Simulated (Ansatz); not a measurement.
Sr2MgO3, ordered on the rocksalt lattice (I4/mmm) with 6 atoms a cell: a single-point calculation in the PAW code Ansatz (PBE0). The cell was relaxed beforehand with r2SCAN.

```yaml
crystal:
  lattice:
    - [-1.7636976188, 1.7636976188, 7.2310459349]
    - [1.7636976188, -1.7636976188, 7.2310459349]
    - [1.7636976188, 1.7636976188, -7.2310459349]
  atoms:
    - { symbol: Mg, position: [0.0, 0.0, 0.0] }
    - { symbol: O, position: [0.8531400344, 0.8531400344, 0.0] }
    - { symbol: Sr, position: [0.340437758, 0.340437758, 0.0] }
    - { symbol: O, position: [0.1468599656, 0.1468599656, 0.0] }
    - { symbol: Sr, position: [0.659562242, 0.659562242, 0.0] }
    - { symbol: O, position: [0.5, 0.5, 0.0] }
kpoints:
  mp_grid: { grid: [6, 6, 6] }
  band_path:
    path:
      - [0.0, 0.0, 0.0]
      - [0.0, 0.0, 0.5]
      - [0.25, 0.25, 0.25]
      - [0.0, 0.5, 0.0]
      - [0.5, 0.5, -0.5]
      - [0.2648725701, 0.7351274299, -0.2648725701]
      - [-0.2648725701, 0.2648725701, 0.2648725701]
      - [-0.0297451402, 0.0297451402, 0.5]
      - [0.5, 0.5, -0.0297451402]
      - [-0.020833, 0.020833, -0.020833]
    npoints: 1
hamiltonian:
  xc: pbe0
scf:
  occupations: { method: fixed }
  n_extra_bands: 5
output:
  forces: true
  stress: true
  eigenvalues: true
  write_density: true
  write_potential: true
  elf: true
  volumetric_format: npy
```

In the abridged output below, numbers in square brackets stand for lines, or ends of lines, that were taken out.
```
Pseudopotential: Mg, paw, valence charge 10, recommended cutoff 420 eV (normal)
Pseudopotential: O, paw, valence charge 6, recommended cutoff 420 eV (normal)
Pseudopotential: Sr, paw, valence charge 10, recommended cutoff 420 eV (normal)
Functional definition: PBE0
Crystal: 6 atoms, lattice volume = 89.972 Å³
[1]
Bands: 29, of which v1, the nominal top of the filled ones, is band 24 counted from 1 (23 counted from 0)
Symmetry: 16 space group operations
Space group: I4/mmm (ITA 139)
k-points: 30 of 216
[warm-up without exact exchange]
SCF 1 stopped early in 3 iterations: F = -10722.187138 eV  dr2 = 5.43e-4
[exact exchange on]
Exchange kernel: α = 0.2500, full range, Wigner–Seitz truncation, v(0) = 23435.4950 eV·Å³, q-mesh 6×6×6
SCF 2 stopped early in 7 iterations: F = -10727.031582 eV  dr2 = 4.51e-6
hybrid outer 1: dexx = +2.388e-2 eV, tail = 6.88e-5 eV
SCF 3 converged in 6 iterations: F = -10727.031651 eV  dr2 = 1.20e-9
hybrid outer 2: dexx = +7.233e-7 eV, tail = 2.97e-8 eV, Δε = 3.32e-3 eV, ΔF = 8.18e-3 eV/Å
SCF 4 converged in 2 iterations: F = -10727.031651 eV  dr2 = 2.04e-10
hybrid outer 3: dexx = +5.140e-10 eV, tail = 4.51e-10 eV, Δε = 6.17e-5 eV, ΔF = 5.76e-5 eV/Å
Free energy (F): -10727.031651 eV
[2]
--- Forces (eV/Å), atoms counted from 1 ---
[3]
--- Stress (GPa, compression-positive) ---
       -0.419083       0.000000       0.000000
        0.000000      -0.419083       0.000000
        0.000000       0.000000      -0.757628
  P = ⅓ Tr σ = -0.5319 GPa (-5.319 kbar)
--- Band table (eV; the first three rows and the last of 30) ---
[4]
```

The rows of the band table are 0: (0, 0, 0) = Γ, 1: (0, 0, 1/6), 2: (0, 0, 1/3), 29: (-1/2, -1/2, -1/2) = M.

Question: Fill in the blanks. They hold the Fermi energy and the band table, the forces, cutoff and plane waves at Γ.

Answer:
```
[1]
Basis set: ecut = 420 eV, 1753 PW (Γ), FFT grids on a1−a2, a2, a1+a3
[2]
Fermi energy:    6.099807 eV
[3]
  atom   1  Mg      0.00000      0.00000      0.00000
  atom   2  O       0.00000      0.00000    -0.03467
  atom   3  Sr      0.00000      0.00000      0.14994
  atom   4  O       0.00000      0.00000      0.03467
  atom   5  Sr      0.00000      0.00000    -0.14994
  atom   6  O       0.00000      0.00000      0.00000
[4]
  k-point 0: bands = […, 5.3310, 5.8643, 5.8643, 6.0645, 6.0998, 6.0998, 11.4671, 12.2013, 13.3487, 15.2267, …]
  k-point 1: bands = […, 4.8183, 4.9124, 5.6722, 5.6810, 5.9621, 5.9818, 12.8119, 13.3332, 14.7557, 14.8555, …]
  k-point 2: bands = […, 4.6917, 4.9033, 5.4258, 5.6138, 5.8088, 5.9259, 12.7563, 13.6462, 15.2112, 16.4313, …]
  k-point 29: bands = […, 5.3915, 5.3915, 5.8075, 5.8075, 6.0647, 6.0647, 12.0522, 12.5302, 13.5045, 13.6936, …]
```
Only the leading digits can be foreseen; the rest is this run's record.

PBE0 gives a direct gap of 5.37 eV at Γ. Edges are sought over the mesh and the listed points. With the atoms held, the mean pressure is -0.5 GPa (compression positive). (The program warns that its thresholds are loose for a hybrid's stress.) The largest force is 0.15 eV/Å.

Wall time 48 s on 1 × NVIDIA H100 80GB HBM3 with 2 threads of AMD EPYC 7R13 Processor (Zen 3), with other jobs on the host, load about 1.4 per core; peak host memory 4.4 GiB.

Note: simulated data, non-magnetic, for a generated structure that need not be the stable one.

The runs are scalar-relativistic, without spin-orbit coupling.
